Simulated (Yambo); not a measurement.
RbBH₄ (space group F-43m, No. 216), G0W0@LDA in Yambo; all else as in the reference (4×4×4 Γ-centred k mesh, 143 bands and a 8 Ry block in the screening, 143 bands in G with the Bruneval-Gonze terminator, plasmon pole fitted at 27.2 eV). One parameter is varied: the cutoff of the exchange sum, over 5, 10, 20, 40, 76 Ry.

**Question.** From which value on does the gap Γ → X stay within 0.05 eV of the largest setting?

**Answer.** From 10 Ry on.
```
cutoff of the exchange sum (Ry)  G0W0 gap (eV)  valence shift (eV)
-------------------------------  -------------  ------------------
5                                         8.80               -1.89
10                                        8.89               -2.05
20                                        8.91               -2.09
40                                        8.91               -2.09
76                                        8.91               -2.09
```
The last step of the sweep still moves the gap by 0 meV; the other settings are held fixed.

Geometry of the Materials Project entry, not relaxed at this level; primitive cell a = b = c = 4.884 Å, α = β = γ = 60.00°.

The structure is a Materials Project entry; no match was found in the copy of COD used, and its stability was not checked.

A shift is the quasiparticle energy of the state minus its LDA energy.
